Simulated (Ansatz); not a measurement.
One crystal and one scan (generalised stacking-fault energy along a line) at two levels, PBE (plane waves to 420 eV, PAW, scalar-relativistic; Ansatz, a program for electronic structure) and r2SCAN (plane waves to 500 eV, PAW, scalar-relativistic; Ansatz), each from its own relaxed cell and on its own mesh.

The crystal is LiCl (rock salt); the crystal slips on the {100} plane by s times a lattice vector of 3.64 Å, no atom relaxing, γ being the energy change per area.

E is the zero-smearing estimate. LiCl was relaxed with its symmetry unable to fall. Faults lie only 7.7 Å apart, and holding the cell height and the atoms raises γ above its relaxed value. Both scans cover s from 0.000 to 0.917.

| quantity | run 1 | run 2 |
|---|---|---|
| Lattice constant a (Å) | 5.112 | 5.150 |
| Band gap of the relaxed cell, no spin-orbit coupling (eV) | 7.29 | 6.26 |
| Highest computed γ on the line (mJ/m²) | 765 | 695 |
| Steepest slope dγ/d(shift) before the first maximum (spline) (GPa) | 6.7 | 6.1 |

**Question.** Which run is which level?

**Answer.** Run 2 is PBE, run 1 is r2SCAN. PBE gives the higher value for: lattice constant a. PBE gives the lower value for: band gap of the relaxed cell, no spin-orbit coupling; highest computed γ on the line; steepest slope dγ/d(shift) before the first maximum. Both give the same position of the highest point: s = 0.500. Neither level is exact: the differences show how much the result hangs on the functional.

(The slope of γ gives the shear force per area between the displaced halves; near zero shift its curvature is an elastic stiffness.)
